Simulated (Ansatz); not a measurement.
An Ansatz (a first-principles code) input:

Ansatz 0.2 input:
```yaml
crystal:
  lattice:
    - [4.1806569723, 0.0, 0.0]
    - [0.0, 4.1806569723, 0.0]
    - [0.0, 0.0, 4.1806569723]
  atoms:
    - { symbol: Ba, position: [0.0, 0.0, 0.0] }
    - { symbol: Zr, position: [0.5, 0.5, 0.5] }
    - { symbol: O, position: [0.5, 0.0, 0.5] }
    - { symbol: O, position: [0.0, 0.5, 0.5] }
    - { symbol: O, position: [0.5, 0.5, 0.0] }
kpoints:
  mp_grid: { grid: [4, 4, 4] }
hamiltonian:
  xc: hse06
  pseudopotentials: { kind: paw }
scf:
  n_extra_bands: 6
  occupations: { method: fixed }
output:
  eigenvalues: true
  eigenstates:
    e_range: [-9.0, 12.8]
    kpoints:
      - [0.484375, -0.5, -0.5]  # VBM
      - [0.0, 0.0, 0.0]  # CBM
      - [0.0, 0.0, 0.0]  # GAMMA
      - [0.5, 0.5, 0.5]  # R
      - [0.5, 0.5, 0.0]  # M
      - [0.0, 0.5, 0.0]  # X
```

Task: How many symmetry operations and irreducible k-points will the run report?

Result: 48 operations, 10 of 64 k-points.

Task: With a cutoff of 420 eV, how many plane waves at Γ?

Result: 1365.

It took about 50 core-seconds (a rough figure) on shared server cores.

The points marked VBM and CBM come from a semilocal run.

Space group Pm-3m (cubic perovskite). The PBEsol relaxation kept the symmetry of its start. No spin polarisation was allowed. Spin–orbit coupling is left out wherever it is not named.

Potentials: the later of the program's two PAW sets.

Ansatz is a plane-wave DFT program.
